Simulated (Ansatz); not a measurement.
Here is the system:

WC:
```
WC
1.0
    0.00000     2.33023     2.33023
    2.33023     0.00000     2.33023
    2.33023     2.33023     0.00000
W C
1 1
Direct
  0.00000   0.00000   0.00000
  0.25000   0.25000   0.25000
```

This is the PBEsol-relaxed structure.

### Question
All from PBEsol in the plane-wave PAW code Ansatz, unless another level is named. Predict the electronic character.

### Answer
metallic (no gap).

### Question
What about the formation energy from the elements (no fitted shifts)?

### Answer
0.53 eV/atom.

### Question
What about the density of states at the Fermi level?

### Answer
0.52 states/eV per atom (mean over ±0.08 eV).

### Question
And the gap with spin–orbit coupling?

### Answer
none (metallic).

Space group F-43m (zinc blende). The start of the workflow was typed in or built on a structure type; neither database checked (COD, Materials Project) lists it. It is not the phase usual at ambient conditions (space group No. 187). The PBEsol relaxation kept the symmetry of its start; its stability against distortions is not shown here. The run is not spin-polarised. Its formation energy is positive at this level, so the cell may be metastable or incomplete. The references are the lowest solids computed at this level, not always the standard phases. Scalar-relativistic: spin–orbit coupling is off unless named, which matters more the heavier the elements.

Potentials: the later of the program's two PAW sets.
